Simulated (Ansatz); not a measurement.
The start is a generated cell, Ru built in the diamond structure type. The structure is fully relaxed (lattice and positions, P = 0) with PBEsol (plane waves to 420 eV, PAW, scalar-relativistic; Ansatz, a first-principles code). The first steps use a coarse 11×11×11 k-mesh.

Initial structure:
```
Ru
1.0
    0.00000     2.66085     2.66085
    2.66085     0.00000     2.66085
    2.66085     2.66085     0.00000
Ru
2
Direct
  0.25000   0.25000   0.25000
  0.00000   0.00000   0.00000
```

**Question.** By how much does the energy per atom fall from start to end?

**Answer.** 0.02 eV/atom.

**Question.** How does the volume per atom move from start to end?

**Answer.** +3.9 %, from 18.84 to 19.58 Å³/atom.

**Question.** How do the shortest distances between atoms change?

**Answer.** The closest pairs of elements (up to four, under 3.6 Å), start → end: Ru–Ru 2.30 → 2.33 Å.

**Question.** Give the final cell and atomic positions.

**Answer.** 
```cif
data_Ru8
_chemical_formula_sum 'Ru8'
_space_group_name_H-M_alt 'Fd-3m :1'
_space_group_IT_number 227
_space_group_name_Hall 'F 4d 2 3 -1d'
_cell_length_a 5.39049
_cell_length_b 5.39049
_cell_length_c 5.39049
_cell_angle_alpha 90.000
_cell_angle_beta 90.000
_cell_angle_gamma 90.000
loop_
_atom_site_label
_atom_site_type_symbol
_atom_site_symmetry_multiplicity
_atom_site_Wyckoff_symbol
_atom_site_fract_x
_atom_site_fract_y
_atom_site_fract_z
_atom_site_occupancy
Ru1 Ru 8 a 0.00000 0.00000 0.00000 1
```
(The calculation used a cell of 2 atoms; values per cell refer to that cell.)

The space group stays Fd-3m (No. 227) (the run could not lower it); the end is diamond type, with 2 atoms in the primitive cell. Final values are on a 15×15×15 k-mesh of the relaxed cell. No spin polarisation in the result.

The run could not lose the symmetry of its start: the end is stationary, and may be a saddle point rather than a minimum.

All atoms sit on sites fixed by symmetry, so only the cell could relax.

The relaxed structure here is a generated cell of Ru: the first start was made by placing the elements on the sites of a structure type, and the end was not matched to a known phase here, so it may be hypothetical. Known forms of Ru include space group No. 194.
